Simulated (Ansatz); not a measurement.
Given:

AlInN₂:
```
AlInN2
1.0
   -2.34917     2.34917     4.60295
    2.34917    -2.34917     4.60295
    2.34917     2.34917    -4.60295
Al In N
2 2 4
Direct
  0.75000   0.25000   0.50000
  0.00000   0.00000   0.00000
  0.25000   0.75000   0.50000
  0.50000   0.50000   0.00000
  0.67222   0.12500   0.04722
  0.87500   0.92222   0.54722
  0.07778   0.62500   0.95278
  0.37500   0.32778   0.45278
```

This is the PBEsol-relaxed structure.

**Question.** All from PBEsol (plane waves, PAW; program Ansatz), unless another level is named. Give the electronic dielectric constant ε∞ (DFPT).

**Answer.** 6.25 (xx = yy), 6.11 (zz).

**Question.** Give the largest static χ(2) component.

**Answer.** 2.7 pm/V.

Space group I-42d (chalcopyrite). The workflow started from a Materials Project entry (that database holds measured and hypothetical structures alike); the Crystallography Open Database copy checked does not list it. Whether it is the stable phase at ambient conditions was not checked. The PBEsol relaxation kept the symmetry of its start; whether a distortion lowers the energy is not shown. Spin–orbit coupling is left out wherever it is not named.

Potentials: the later of the program's two PAW sets.
